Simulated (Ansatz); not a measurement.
The start is a generated cell, TaSi2 built in the AFLOW prototype A2B_oP12_62_2c_c (C37, as in Co2Si). The structure is fully relaxed (lattice and positions, P = 0) with PBEsol (plane waves to 420 eV, PAW, scalar-relativistic; Ansatz, a first-principles code). The first steps use a coarse 4×5×3 k-mesh.

Initial structure:
```yaml
crystal:
  lattice:
    - [5.44494, 0.00000, 0.00000]
    - [0.00000, 4.13851, 0.00000]
    - [0.00000, 0.00000, 7.87069]
  atoms:
    - { symbol: Si, position: [0.53800, 0.25000, 0.78200] }
    - { symbol: Si, position: [0.03800, 0.25000, 0.71800] }
    - { symbol: Si, position: [0.46200, 0.75000, 0.21800] }
    - { symbol: Si, position: [0.96200, 0.75000, 0.28200] }
    - { symbol: Si, position: [0.17400, 0.25000, 0.06200] }
    - { symbol: Si, position: [0.67400, 0.25000, 0.43800] }
    - { symbol: Si, position: [0.82600, 0.75000, 0.93800] }
    - { symbol: Si, position: [0.32600, 0.75000, 0.56200] }
    - { symbol: Ta, position: [0.70200, 0.25000, 0.11100] }
    - { symbol: Ta, position: [0.20200, 0.25000, 0.38900] }
    - { symbol: Ta, position: [0.29800, 0.75000, 0.88900] }
    - { symbol: Ta, position: [0.79800, 0.75000, 0.61100] }
```

Q: How does the volume change?

A: -2.0 %, from 14.78 to 14.49 Å³/atom.

Q: What band gap does the relaxed structure have at this level?

A: No gap (metallic).

The space group stays Pnma (No. 62) (the run could not lower it), with 12 atoms in the primitive cell. Final values are on a 8×9×5 k-mesh of the relaxed cell. No spin polarisation in the result.

The run could not lose the symmetry of its start: the end is stationary, and may be a saddle point rather than a minimum.

The relaxed structure here is a generated cell of TaSi2: the first start was made by placing the elements on the sites of a structure type, and the end was not matched to a known phase here, so it may be hypothetical. Known forms of TaSi2 include space group No. 181.
